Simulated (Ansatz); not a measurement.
Values for one crystal, relaxed and computed with DFT-r²SCAN in the program Ansatz with PAW potentials; other levels are named.

| Quantity | Result |
|---|---|
| Volume per atom | 19.44 Å³ |
| Band gap | 3.31 eV (indirect) |
| Hole effective mass | 2.0, 3.5, 4.6 mₑ (principal values) |
| Conduction-band minimum | at Γ |
| Gap with spin–orbit coupling | 3.22 eV |
| Valence-band maximum | on the H0–L line, 28 % of the way from H0 (k = -0.135, 0.135, -0.500 in fractions of the reciprocal vectors) |
| Smallest direct gap on the standard path | 3.46 eV |

**Question.** Which of these materials gives this?
(A) LaAgO2, R-3m (La on 3b, Ag on 3a, O on 6c)
(B) ScTlTe2, R-3m (Sc on 3a, Tl on 3b, Te on 6c)
(C) Nb2O5, C2/m (Nb on 4i, O on 4i, O on 2a, O on 4i)
(D) CoBiO3, P4mm (Co on 1b, Bi on 1a, O on 2c, O on 1b)

**Answer.** A, LaAgO2, R-3m (La on 3b, Ag on 3a, O on 6c)

The first step of the workflow began from a Materials Project structure, measured or hypothetical; the Crystallography Open Database copy checked does not list it. Its standing as an ambient phase is unchecked. The r²SCAN relaxation kept the symmetry of its start; whether a distortion lowers the energy is not shown. The run is not spin-polarised. Spin–orbit coupling is left out wherever it is not named.

Potentials: the later of the program's two PAW sets.
